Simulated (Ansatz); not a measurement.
BN in space group P6_3/mmc (No. 194; B on 2c, N on 2d) at seven volumes, r²SCAN+D4 (plane waves, PAW; program Ansatz), shape and atoms relaxed at each. One row is withheld.

```csv
V (Å³/atom),P (GPa)
8.120,?
8.388,2.67
8.656,1.12
8.924,0.00
9.191,-0.79
9.459,-1.31
9.727,-1.70
```

Fit the shown pressures and predict the withheld one.

P = (3/2)B₀(x^(7/2) − x^(5/2))[1 + (3/4)(B′ − 4)(x − 1)] with x = (V₀/V)^(2/3). Least squares on the six rows gives V₀ = 8.926 Å³/atom, B₀ = 31.5 GPa, B′ = 10.28. At V = 8.120, x = 1.0651 and P = 4.71 GPa. The run itself gave 4.68 GPa.

The r²SCAN+D4 relaxation kept the symmetry of its start; phonons on a q-mesh show no instability.

Potentials: the later of the program's two PAW sets.
